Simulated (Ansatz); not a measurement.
HfO$_{2}$ in space group Pca2_1 (No. 29; Hf on 4a, O on 4a, O on 4a), plane-wave PAW PBEsol (Ansatz code), all energies at zero smearing, with the estimated change up to a 700 eV cutoff added, with one set of potentials and settings (totals compare only within such a set). Cell of 12 atoms (4 Hf, 8 O): -66904.062 eV.

```
element                            reference phase  E (eV/atom)
-------  -----------------------------------------  -----------
Hf                   P6_3/mmc, 2 atoms in the cell  -15598.8041
O        C2/m, 4 atoms in the cell, spin-polarised    -558.3609
```

Formation energy per atom, worked out: (-66904.062 − 4×(-15598.8041) − 8×(-558.3609))/12 = -3.497 eV/atom (-337 kJ per mol of atoms), at 0 K, without zero-point energy or fitted corrections.

Symmetry was held in the PBEsol relaxation. No spin polarisation was allowed. The references are the lowest solids computed at this level, not always the standard phases (solids in place of the gases). Spin–orbit coupling is left out wherever it is not named.

Potentials: the earlier of the program's two PAW sets. The files were generated under PBE; for other functionals the program regenerates the frozen cores, and for LDA and PBEsol the local potential too.
